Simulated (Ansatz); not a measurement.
Ta2N (anti-CdI2 type, space group No. 164) at seven volumes, PBEsol in the plane-wave PAW code Ansatz, shape and atoms relaxed at each. One row is withheld.

```csv
V (Å³/atom),P (GPa)
12.005,33.52
12.401,20.46
12.797,9.36
13.192,0.00
13.588,-7.77
13.984,?
14.380,-20.09
```

Fit the shown pressures and predict the withheld one.

P = (3/2)B₀(x^(7/2) − x^(5/2))[1 + (3/4)(B′ − 4)(x − 1)] with x = (V₀/V)^(2/3). Least squares on the six rows gives V₀ = 13.195 Å³/atom, B₀ = 285 GPa, B′ = 4.64. At V = 13.984, x = 0.9620 and P = -14.47 GPa. The run itself gave -14.35 GPa.

Space group P-3m1 (anti-CdI2 type). The cell was relaxed with PBEsol under the symmetry of its start. No spin polarisation was allowed. The volume moved by 17 % from the start of the relaxation. Spin–orbit coupling is left out wherever it is not named.

Potentials: the later of the program's two PAW sets.
